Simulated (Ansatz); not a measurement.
Cs2KInCl6:
```
CELL_PARAMETERS angstrom
      0.00000     5.44488     5.44488
      5.44488     0.00000     5.44488
      5.44488     5.44488     0.00000
ATOMIC_POSITIONS crystal
  K  0.50000 0.50000 0.50000
  Cs 0.75000 0.75000 0.75000
  Cs 0.25000 0.25000 0.25000
  In 0.00000 0.00000 0.00000
  Cl 0.76950 0.23050 0.23050
  Cl 0.23050 0.76950 0.76950
  Cl 0.23050 0.76950 0.23050
  Cl 0.76950 0.23050 0.76950
  Cl 0.23050 0.23050 0.76950
  Cl 0.76950 0.76950 0.23050
```

PBEsol in the plane-wave PAW code Ansatz gives a gap of 3.63 eV without spin–orbit coupling, maximum at Γ, minimum at Γ.

Task: What happens when spin–orbit coupling is switched on?

Result: The gap drops by 0.02 eV, to 3.61 eV; maximum at Γ, minimum at Γ.

Task: How large is the spin–orbit splitting of the valence top at Γ?

Result: The fourfold level lies 0.07 eV above the split-off pair.

Task: Give the electron effective mass with spin–orbit coupling.

Result: 0.50 mₑ (isotropic).

Task: Give the hole effective mass with spin–orbit coupling, band 1 of 2 at the edge.

Result: 3.9 along [100], 2.8 along [110], 2.4 along [111] (mₑ).

Task: Give the hole effective mass with spin–orbit coupling, band 2 of 2 at the edge.

Result: 1.4 along [100], 1.7 along [110], 1.9 along [111] (mₑ).

Space group Fm-3m. The workflow started from a Materials Project entry (that database holds measured and hypothetical structures alike); the Crystallography Open Database copy checked does not list it. Whether it is the stable phase at ambient conditions was not checked. Symmetry was held in the PBEsol relaxation; whether a distortion lowers the energy is not shown.

Potentials: the later of the program's two PAW sets.
